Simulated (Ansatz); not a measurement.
A crystal relaxed with r2SCAN in Ansatz has space group I-42d (No. 122) and a = 5.099 Å, c = 9.954 Å.

| atom | site | x | y | z |
| --- | --- | --- | --- | --- |
| N | 4a | 0.0000 | 0.5000 | 0.2500 |
| Ga | 8d | 0.3204 | 0.7500 | 0.6250 |
| Xx | 4b | 0.5000 | 0.0000 | 0.2500 |

The r2SCAN gap is direct at Γ: 1.00 eV. With HSE06 the gap is 1.53 eV and direct, at Γ. With PBE the gap is 0.62 eV and direct, at Γ. Meshes: r2SCAN 8×8×8, HSE06 4×4×4, PBE 8×8×8.

Q: Which element is Xx?
A. Sb
B. P
C. Bi
D. As

A: D. Xx is As: Ga2AsN, ordered on the zincblende lattice (I-42d) with 8 atoms a cell. Around N lie 4 Ga at 2.00 Å; around Ga lie 2 N at 2.00 Å and 2 As at 2.42 Å; around As lie 4 Ga at 2.42 Å.

No spin polarisation and no zero-point or thermal motion; the cell was built from a prototype and may be hypothetical.

The runs are scalar-relativistic, without spin-orbit coupling.

The meshes of the hybrids are coarse, so their gaps aren't converged to the digits shown.
